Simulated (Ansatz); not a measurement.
BaTiO3 (cubic perovskite)

```
CELL_PARAMETERS angstrom
      3.99403     0.00000     0.00000
      0.00000     3.99403     0.00000
      0.00000     0.00000     3.99403
ATOMIC_POSITIONS crystal
  Ba 0.00000 0.00000 0.00000
  Ti 0.50000 0.50000 0.50000
  O  0.00000 0.50000 0.50000
  O  0.50000 0.50000 0.00000
  O  0.50000 0.00000 0.50000
```

In this cell atom 5 (O, nearest neighbour Ti at 1.997 Å; its periodic images, 4.0 Å or more away, move with it) is moved by s towards the nearest neighbour, unit vector (0.000, -1.000, 0.000); all other atoms and the cell stay fixed.

All values below come from r2SCAN (plane waves to 500 eV, PAW, scalar-relativistic; Ansatz, a quantum-chemistry and plane-wave program). k mesh 7×7×7 (Γ-centred), Fermi-Dirac smearing 0.05 eV. The energy includes the smearing's −TS. Stress and pressure are positive under compression. BaTiO3 is run without spin polarisation. BaTiO3 was relaxed with its symmetry unable to fall. This is a high-temperature form of BaTiO3. The zero of ΔE is the undisplaced structure.

**Question.** Estimate the ΔE (eV/cell) and P (GPa) for s (Å) = -0.200, -0.160, -0.080, -0.040, 0.040, 0.080.

**Answer.** 
```json
[
 {"s (Å)": "-0.200", "ΔE (eV/cell)": "0.1348", "P (GPa)": "3.16"},
 {"s (Å)": "-0.160", "ΔE (eV/cell)": "0.0782", "P (GPa)": "2.00"},
 {"s (Å)": "-0.080", "ΔE (eV/cell)": "0.0168", "P (GPa)": "0.49"},
 {"s (Å)": "-0.040", "ΔE (eV/cell)": "0.0040", "P (GPa)": "0.12"},
 {"s (Å)": "0.040", "ΔE (eV/cell)": "0.0040", "P (GPa)": "0.12"},
 {"s (Å)": "0.080", "ΔE (eV/cell)": "0.0168", "P (GPa)": "0.49"}
]
```

(A displaced cell: forces are minus the slopes of the energy, force constants its curvatures, and phonons follow from these.)
